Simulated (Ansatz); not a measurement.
A trial cell of Sn2SeS3, before relaxation:

```
Sn Se S
1.0
     3.10552    1.79297    4.55588
    -3.10552    1.79297    4.55588
     0.00000   -3.58594    4.55588
Sn Se S
2 1 3
Direct
  0.62678 0.62678 0.62678
  0.37322 0.37322 0.37322
  0.00000 0.00000 0.00000
  0.00000 0.50000 0.00000
  0.50000 0.00000 0.00000
  0.00000 0.00000 0.50000
```

Computed with DFT PBE, scalar-relativistic, plane waves, PAW (Ansatz 0.2.0). Cutoff 420 eV, Gaussian smearing, Γ-centred meshes. Cell and atoms relax first on a coarse mesh and then on a finer one. In between, the cell is made exact in the group found at 0.06 Å. In metals the finer mesh still leaves noise of several meV/atom or more. The steps can't lower the symmetry of their start. No spin polarisation.

A guess keeps its type if space group and coordination stay and the shape of the cell changes little (axis ratios within about 15 %, angles within 6°); the volume may change.

Question: Does this structure survive the relaxation?

Answer: It doesn't keep its type. The symmetry stays R-3m (No. 166). The volume per atom grows by 0.8 %, from 25.4 to 25.6 Å³. The shortest distance goes from 2.90 Å (Se–S) to 2.65 Å (Sn–S). The ratio c/a of the conventional cell changes by a factor of 0.65. Counting neighbours within 15 % of an atom's shortest distance, the start has S 6, Se 6, Sn 16 and the end S 4, Se 6, Sn 3. In detail, at the end around Sn lie 3 S at 2.65 Å, 1 Se at 3.36 Å, 1 Sn at 3.55 Å, 6 S at 4.01 Å, 3 Se at 4.15 Å and 3 Sn at 4.15 Å; Se has 6 S at 2.69 Å; S is surrounded by 2 Sn at 2.65 Å and 2 Se at 2.69 Å.

```yaml
crystal:
  lattice:
    - [3.59479, 2.07546, 3.42625]
    - [-3.59479, 2.07546, 3.42625]
    - [0.00000, -4.15091, 3.42625]
  atoms:
    - { symbol: Sn, position: [0.67263, 0.67263, 0.67263] }
    - { symbol: Sn, position: [0.32737, 0.32737, 0.32737] }
    - { symbol: Se, position: [0.00000, 0.00000, 0.00000] }
    - { symbol: S, position: [0.00000, 0.50000, 0.00000] }
    - { symbol: S, position: [0.50000, 0.00000, 0.00000] }
    - { symbol: S, position: [0.00000, 0.00000, 0.50000] }
```

Formation energies are uncorrected and refer to the elements' standard structures at the same level. The references include grey tin.

Question: At what energy does it end?

Answer: +0.04 eV/atom. A positive value: parting into the elements would lower its energy.

The last run used a 6×6×6 mesh for its 6-atom cell and Gaussian smearing of 0.10 eV. For metals, differences of a few meV/atom aren't resolved. The reference forms of S and Se are held partly by dispersion forces, which this level lacks. Symmetry constrained the relaxation, so the result can be a saddle point. Another cell of Sn2SeS3 relaxed alike, in P-4m2, lies 172 meV/atom lower, so this cell isn't the stable form at this level.
